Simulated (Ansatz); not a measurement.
## Time and memory for TiSn11O24

```yaml
crystal:
  lattice:
    - [4.738, 4.738, 0.0]
    - [-4.738, 4.738, 0.0]
    - [0.0, 0.0, 9.5595]
  atoms:
    - { symbol: Ti, position: [0.0, 0.0, 0.0] }
    - { symbol: Sn, position: [0.0, 0.0, 0.3333333333] }
    - { symbol: Sn, position: [0.0, 0.0, 0.6666666667] }
    - { symbol: Sn, position: [0.5, 0.5, 0.0] }
    - { symbol: Sn, position: [0.5, 0.5, 0.3333333333] }
    - { symbol: Sn, position: [0.5, 0.5, 0.6666666667] }
    - { symbol: Sn, position: [0.5, 0.0, 0.1666666667] }
    - { symbol: Sn, position: [0.5, 0.0, 0.5] }
    - { symbol: Sn, position: [0.5, 0.0, 0.8333333333] }
    - { symbol: Sn, position: [0.0, 0.5, 0.1666666667] }
    - { symbol: Sn, position: [0.0, 0.5, 0.5] }
    - { symbol: Sn, position: [0.0, 0.5, 0.8333333333] }
    - { symbol: O, position: [0.3071, 0.0, 0.0] }
    - { symbol: O, position: [0.3071, 0.0, 0.3333333333] }
    - { symbol: O, position: [0.3071, 0.0, 0.6666666667] }
    - { symbol: O, position: [0.8071, 0.5, 0.0] }
    - { symbol: O, position: [0.8071, 0.5, 0.3333333333] }
    - { symbol: O, position: [0.8071, 0.5, 0.6666666667] }
    - { symbol: O, position: [0.5, 0.3071, 0.1666666667] }
    - { symbol: O, position: [0.5, 0.3071, 0.5] }
    - { symbol: O, position: [0.5, 0.3071, 0.8333333333] }
    - { symbol: O, position: [0.0, 0.8071, 0.1666666667] }
    - { symbol: O, position: [0.0, 0.8071, 0.5] }
    - { symbol: O, position: [0.0, 0.8071, 0.8333333333] }
    - { symbol: O, position: [0.6929, 0.0, 0.0] }
    - { symbol: O, position: [0.6929, 0.0, 0.3333333333] }
    - { symbol: O, position: [0.6929, 0.0, 0.6666666667] }
    - { symbol: O, position: [0.1929, 0.5, 0.0] }
    - { symbol: O, position: [0.1929, 0.5, 0.3333333333] }
    - { symbol: O, position: [0.1929, 0.5, 0.6666666667] }
    - { symbol: O, position: [0.5, 0.6929, 0.1666666667] }
    - { symbol: O, position: [0.5, 0.6929, 0.5] }
    - { symbol: O, position: [0.5, 0.6929, 0.8333333333] }
    - { symbol: O, position: [0.0, 0.1929, 0.1666666667] }
    - { symbol: O, position: [0.0, 0.1929, 0.5] }
    - { symbol: O, position: [0.0, 0.1929, 0.8333333333] }
kpoints:
  mp_grid: { grid: [3, 3, 2] }
scf:
  occupations: { method: fermi_dirac, width: 0.01 }
hamiltonian:
  xc: pbe
  pseudopotentials: { kind: paw }
output:
  forces: true
  stress: true
  populations: true
  efg:
    quadrupole_moments_barn: { Ti: 0.247, Sn: -0.132, O: -0.02558 }
    contact_densities: true
  write_density: true
  write_potential: true
  elf: true
  volumetric_format: npy
```

The quadrupole moment typed for Sn is that of the 23.9 keV Mössbauer state of ¹¹⁹Sn; the ground state has I = 1/2 and no quadrupole moment.

```sh
ansatz run input.yaml --threads 1 --pin off --max-ram 3072MiB --backend cpu --events-out ev --progress --plain --runs-dir out
```

It runs on 1 thread of Arm Neoverse V1 (aarch64; 8 cores open to the job, memory cap 3.0 GiB, no GPU), a shared host with a load of 0.5 a core.

**Question.** How much time and memory should be set aside?

**Answer.** About 93 s of wall time (93 s of CPU time) and 1.1 GiB. The run holds 310 valence electrons in 191 bands, about 8439 plane waves a k-point and 8 irreducible k-points, and took 9 SCF iterations. Times on a shared host vary by tens of per cent.
